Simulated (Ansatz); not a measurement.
What DFT gives for KCd$_{4}$Si$_{3}$

```
CELL_PARAMETERS angstrom
4.26144 0.00000 0.00000
-2.13072 3.69052 0.00000
-2.13072 1.23017 11.72709
ATOMIC_POSITIONS crystal
K 0.50000 0.50000 0.50000
Cd 0.08647 0.91353 0.25941
Cd 0.91353 0.08647 0.74059
Cd 0.30242 0.69758 0.90726
Cd 0.69758 0.30242 0.09274
Si 0.23100 0.76900 0.69300
Si 0.76900 0.23100 0.30700
Si 0.00000 0.00000 0.00000
```

The numbers come from plane-wave PAW DFT (Ansatz): PBE, no spin polarisation, 420 eV, 8×8×8 Γ-centred k points, fermi-dirac occupations (width 0.1 eV). Nothing was relaxed.

- Forces: The largest is on Si6 (and as large on other atoms): 0.72 eV/Å, components (0.00, 0.00, -0.72). It makes 180° with the line to a nearest neighbour, Cd4 at 2.51 Å, pointing away from it.
- Stress: The pressure is 7.1 GPa (compression positive), so with the atoms held at these fractions the cell would first expand. The principal stresses 5.7, 7.8, 7.8 GPa differ, so its shape would change too.
- At the Fermi level: It is a metal, with about 3.9 states/eV a cell as the mean within 0.25 eV of the Fermi level, mostly Si p (82 %).
- Formation energy: 0.30 eV an atom against the elements' usual phases (free molecules for gases, crystals otherwise, with no correction for O₂ or N₂), so at this geometry it isn't bound against them. Relaxing would lower it.

Origin: a known structure type with other elements, at an estimated volume, so it need not be a known compound.
